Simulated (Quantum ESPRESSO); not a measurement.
## MgAl4LiIr2 (input and log of a self-consistent run)

Computed values, not a measurement. The program is pw.x of Quantum ESPRESSO 7.5 (plane-wave density functional theory). The cell is made up: eight metal atoms on a hexagonal close-packed lattice, with elements, volume, strain and displacements drawn at random and not relaxed, so it may be unstable or far from any real phase. PseudoDojo standard norm-conserving files set the functional (PBE unless stated); there is no spin polarisation or spin-orbit coupling, the Fermi-Dirac width of 0.25 eV means electrons at about 2900 K, and the masses in the input are unused placeholders. Heavy elements are run without spin-orbit coupling, which real alloys of them have. A spin test at this wide smearing found no moment, but such smearing suppresses magnetism that the real alloy may have.

Input:

```
&control calculation='scf', pseudo_dir='./dojo.nc.sr.pbe.v0_5.standard.upf', outdir='./o', disk_io='minimal', tprnfor=.true., tstress=.true. /
&system ibrav=0, nat=8, ntyp=4, nbnd=40, ecutwfc=84.00895049, nosym=.true., tot_charge=0,
 occupations='smearing', smearing='fd', degauss=0.0183746611
/
&electrons conv_thr=1.470e-08, electron_maxstep=70, mixing_beta=0.5 /
ATOMIC_SPECIES
Al 1.0 Al.upf
Ir 1.0 Ir.upf
Li 1.0 Li.upf
Mg 1.0 Mg.upf
CELL_PARAMETERS angstrom
-0.0287 5.0421 0.0634
2.8334 0.0428 4.6287
2.9174 -0.076 -4.6804
ATOMIC_POSITIONS angstrom
Mg -0.0705 0.0673 0.034
Al 2.9286 0.0824 -0.0669
Li 2.8819 1.7401 -2.3776
Ir 2.7794 1.8747 2.375
Ir 1.3403 2.4251 0.0112
Al 4.3005 2.5538 0.164
Al 1.4456 4.272 -2.3029
Al 1.3936 4.2825 2.3614
K_POINTS automatic
6 6 6 1 1 1
```

The log is shortened where brackets say so; the opening notice, blank lines, dates and the lines on written files are dropped, and the path of the files is cut. It prints rydbergs, bohrs and kilobars, and counts compression as positive stress. Its total energy is the free energy E - TS of the whole cell.

```
     Program PWSCF v.7.5
     Parallel version (MPI & OpenMP), running on       4 processor cores
     Number of MPI processes:                 4
     Threads/MPI process:                     1
     [start-up lines left out]
     bravais-lattice index     =            0
     lattice parameter (alat)  =       9.5291  a.u.
     unit-cell volume          =     910.5323 (a.u.)^3
     number of atoms/cell      =            8
     number of atomic types    =            4
     number of electrons       =        59.00
     number of Kohn-Sham states=           40
     kinetic-energy cutoff     =      84.0090  Ry
     charge density cutoff     =     336.0358  Ry
     scf convergence threshold =      1.5E-08
     mixing beta               =       0.5000
     number of iterations used =            8  plain     mixing
     Exchange-correlation= PBE
                           (   1   4   3   4   0   0   0)
     [axes and pseudopotential details left out]
   Cartesian axes
     site n.     atom                  positions (alat units)
         1        Mg     tau(   1) = (  -0.0139809   0.0133463   0.0067426  )
         2        Al     tau(   2) = (   0.5807741   0.0163408  -0.0132670  )
         3        Li     tau(   3) = (   0.5715130   0.3450813  -0.4715046  )
         4        Ir     tau(   4) = (   0.5511861   0.3717740   0.4709890  )
         5        Ir     tau(   5) = (   0.2657965   0.4809244   0.0022211  )
         6        Al     tau(   6) = (   0.8528372   0.5064471   0.0325230  )
         7        Al     tau(   7) = (   0.2866786   0.8471853  -0.4566908  )
         8        Al     tau(   8) = (   0.2763664   0.8492676   0.4682920  )
     number of k points=   108  Fermi-Dirac smearing, width (Ry)=  0.0184
     Number of k-points >= 100: set verbosity='high' to print them.
     Dense  grid:    94775 G-vectors     FFT dimensions: (  60,  60,  64)
     Estimated max dynamical RAM per process >     337.11 MB
     Estimated total dynamical RAM >       1.25 GB
     Initial potential from superposition of free atoms
     starting charge      58.9845, renormalised to      59.0000
     Starting wfcs are   43 randomized atomic wfcs
     total cpu time spent up to now is        7.3 secs
     per-process dynamical memory:   279.9 Mb
     Self-consistent Calculation
     iteration #  1     ecut=    84.01 Ry     beta= 0.50
     Davidson diagonalization with overlap
     ethr =  1.00E-02,  avg # of iterations =  5.0
     Threshold (ethr) on eigenvalues was too large:
     Diagonalizing with lowered threshold
     Davidson diagonalization with overlap
     ethr =  6.86E-04,  avg # of iterations =  2.0
     total cpu time spent up to now is       43.4 secs
     total energy              =    -612.33659056 Ry
     estimated scf accuracy    <       0.39375198 Ry
     iteration #  2     ecut=    84.01 Ry     beta= 0.50
     Davidson diagonalization with overlap
     ethr =  6.67E-04,  avg # of iterations =  3.6
     total cpu time spent up to now is       62.4 secs
     total energy              =    -612.20140560 Ry
     estimated scf accuracy    <       2.80831470 Ry
     iteration #  3     ecut=    84.01 Ry     beta= 0.50
     Davidson diagonalization with overlap
     ethr =  6.67E-04,  avg # of iterations =  2.0
     total cpu time spent up to now is       79.3 secs
     total energy              =    -612.50808505 Ry
     estimated scf accuracy    <       0.04262783 Ry
     iteration #  4     ecut=    84.01 Ry     beta= 0.50
     Davidson diagonalization with overlap
     ethr =  7.23E-05,  avg # of iterations =  4.7
     total cpu time spent up to now is       96.4 secs
     total energy              =    -612.50761220 Ry
     estimated scf accuracy    <       0.10870994 Ry
     iteration #  5     ecut=    84.01 Ry     beta= 0.50
     Davidson diagonalization with overlap
     ethr =  7.23E-05,  avg # of iterations =  2.0
     total cpu time spent up to now is      110.3 secs
     total energy              =    -612.51863749 Ry
     estimated scf accuracy    <       0.00165818 Ry
     iteration #  6     ecut=    84.01 Ry     beta= 0.50
     Davidson diagonalization with overlap
     ethr =  2.81E-06,  avg # of iterations =  7.5
     total cpu time spent up to now is      132.0 secs
     total energy              =    -612.51892437 Ry
     estimated scf accuracy    <       0.00010092 Ry
     iteration #  7     ecut=    84.01 Ry     beta= 0.50
     Davidson diagonalization with overlap
     ethr =  1.71E-07,  avg # of iterations =  3.2
     total cpu time spent up to now is      148.8 secs
     total energy              =    -612.51893767 Ry
     estimated scf accuracy    <       0.00001673 Ry
     iteration #  8     ecut=    84.01 Ry     beta= 0.50
     Davidson diagonalization with overlap
     ethr =  2.84E-08,  avg # of iterations =  2.3
     total cpu time spent up to now is      164.9 secs
     total energy              =    -612.51893948 Ry
     estimated scf accuracy    <       0.00000106 Ry
     iteration #  9     ecut=    84.01 Ry     beta= 0.50
     Davidson diagonalization with overlap
     ethr =  1.79E-09,  avg # of iterations =  4.1
     total cpu time spent up to now is      184.5 secs
     total energy              =    -612.51893980 Ry
     estimated scf accuracy    <       0.00000005 Ry
     iteration # 10     ecut=    84.01 Ry     beta= 0.50
     Davidson diagonalization with overlap
     ethr =  8.87E-11,  avg # of iterations =  3.2
     total cpu time spent up to now is      202.3 secs
     End of self-consistent calculation
     [lines on levels left out]
!    total energy              =    -612.51893981 Ry
     estimated scf accuracy    <          9.3E-09 Ry
     smearing contrib. (-TS)   =      -0.06069535 Ry
     internal energy E=F+TS    =    -612.45824445 Ry
     The total energy is F=E-TS. E is the sum of the following terms:
     one-electron contribution =    -364.12673135 Ry
     hartree contribution      =     194.47068851 Ry
     xc contribution           =    -115.04554641 Ry
     ewald contribution        =    -327.75665520 Ry
     convergence has been achieved in  10 iterations
     Forces acting on atoms (cartesian axes, Ry/au):
     atom    1 type  4   force =     0.04058929    0.00258616   -0.02142019
     atom    2 type  1   force =    -0.04752779    0.00734715    0.01735229
     atom    3 type  3   force =     0.00441947   -0.00070434    0.01730598
     atom    4 type  2   force =     0.01040601   -0.01139298   -0.01244829
     atom    5 type  2   force =     0.01856497    0.04033787    0.00055569
     atom    6 type  1   force =    -0.01625159    0.00022562   -0.01972325
     atom    7 type  1   force =    -0.02741429   -0.01969350    0.03898930
     atom    8 type  1   force =     0.01721392   -0.01870599   -0.02061154
     Total force =     0.108607     Total SCF correction =     0.000248
     Computing stress (Cartesian axis) and pressure
          total   stress  (Ry/bohr**3)                   (kbar)     P=      -99.68
  -0.00063921   0.00010212   0.00032713          -94.03       15.02       48.12
   0.00010212  -0.00107094  -0.00010844           15.02     -157.54      -15.95
   0.00032713  -0.00010844  -0.00032273           48.12      -15.95      -47.48
     init_run     :      6.61s CPU      6.89s WALL (       1 calls)
     electrons    :    194.44s CPU    194.97s WALL (       1 calls)
     forces       :      2.98s CPU      2.98s WALL (       1 calls)
     stress       :     11.87s CPU     11.88s WALL (       1 calls)
     [timing details left out]
     PWSCF        :   3m36.44s CPU   3m37.28s WALL
     JOB DONE.
```

In other units: free energy -8333.745 eV for the cell, pressure -9.97 GPa, largest force component 1.222 eV/Å in size. The run took 219 s of wall time with four MPI processes on a shared machine (Intel Xeon, 2023 or later, virtual cores), so the time is rough. A rerun of this cell at a higher cutoff and on a denser mesh moved values by no more than 0.004 eV in energy, 0.03 GPa in stress and 0.005 eV/Å in force, and a second program with other atomic files agreed on that cell to 2 % rms in force and 0.5 GPa in pressure.